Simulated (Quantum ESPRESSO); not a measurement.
Band energies of NaCoO$_{2}$ at -1.5 % isotropic strain

```
CELL_PARAMETERS angstrom
      1.42281     0.82146     5.03895
     -1.42281     0.82146     5.03895
      0.00000    -1.64292     5.03895
ATOMIC_POSITIONS crystal
  O  0.23027 0.23027 0.23027
  O  0.76973 0.76973 0.76973
  Na 0.00000 0.00000 0.00000
  Co 0.50000 0.50000 0.50000
```

PBEsol (pw.x of Quantum ESPRESSO, ONCV potentials, without SOC); path ΓLB1,BZΓX,QFP1Z,LP; energies in eV from the valence-band maximum.

```csv
k (1/Å),point,band 15,band 16,band 17,band 18,band 19,band 20,band 21,band 22
0.00,Γ,-2.51,-2.51,-1.31,-1.31,-0.21,1.95,1.95,4.03
0.43,,-3.23,-2.56,-1.01,-0.74,-0.14,1.32,1.79,5.14
0.86,,-3.91,-3.19,-1.03,-0.55,-0.21,1.11,1.76,7.18
1.29,L,-4.04,-3.93,-1.16,-0.69,-0.38,1.43,1.87,8.81
1.87,,-4.52,-4.34,-1.01,-0.41,-0.26,1.32,1.40,9.08
2.11,B1,-4.49,-4.23,-1.05,-0.37,-0.29,1.34,1.40,8.79
2.11,B,-4.49,-4.23,-1.05,-0.37,-0.29,1.34,1.40,8.79
2.21,,-4.53,-3.99,-1.02,-0.45,-0.27,1.36,1.40,8.45
2.64,,-4.55,-3.06,-0.84,-0.42,-0.39,1.12,1.46,7.16
3.07,,-3.45,-3.20,-0.96,-0.82,-0.01,1.24,1.78,6.28
3.50,Z,-2.58,-2.58,-1.31,-1.31,-0.09,2.01,2.01,5.77
3.60,,-2.58,-2.58,-1.31,-1.31,-0.09,2.00,2.00,5.58
4.02,,-2.52,-2.52,-1.31,-1.31,-0.20,1.96,1.96,4.12
4.12,Γ,-2.51,-2.51,-1.31,-1.31,-0.21,1.95,1.95,4.03
4.43,,-3.03,-2.57,-1.04,-0.96,-0.17,1.61,1.83,4.61
4.83,,-4.15,-2.77,-0.84,-0.40,-0.24,1.30,1.38,6.33
5.33,,-4.75,-4.00,-0.92,-0.51,-0.21,1.24,1.47,8.52
5.63,X,-4.49,-4.31,-1.05,-0.34,-0.30,1.33,1.39,8.90
5.63,Q,-4.49,-4.31,-1.05,-0.34,-0.30,1.33,1.39,8.90
6.10,,-4.35,-3.63,-1.17,-0.65,-0.37,1.54,1.71,7.60
6.33,F,-4.03,-3.57,-1.31,-0.70,-0.39,1.56,1.87,7.30
6.33,P1,-4.03,-3.62,-1.28,-0.69,-0.39,1.49,1.87,7.51
6.42,,-4.02,-3.54,-1.26,-0.67,-0.38,1.42,1.85,7.41
6.85,,-3.73,-2.96,-1.10,-0.53,-0.14,0.94,1.74,6.70
7.19,,-3.43,-3.09,-1.10,-0.87,-0.01,1.42,1.88,6.13
7.54,Z,-2.58,-2.58,-1.31,-1.31,-0.09,2.01,2.01,5.77
7.54,L,-4.04,-3.93,-1.16,-0.69,-0.38,1.43,1.87,8.81
7.96,P,-4.03,-3.62,-1.28,-0.69,-0.39,1.49,1.87,7.51
```

The PBEsol gap is 0.83 eV; at least one edge lies off the plotted path, at a point of the SCF mesh. The smallest direct gap is 0.89 eV.

The 3d shell has no Hubbard U; the runs are without spin polarisation, and magnetic order was not tried.

Geometry strained from the cell relaxed with PBEsol, atoms relaxed again.

The structure is a Materials Project entry; no match was found in the copy of COD used, and its stability was not checked.
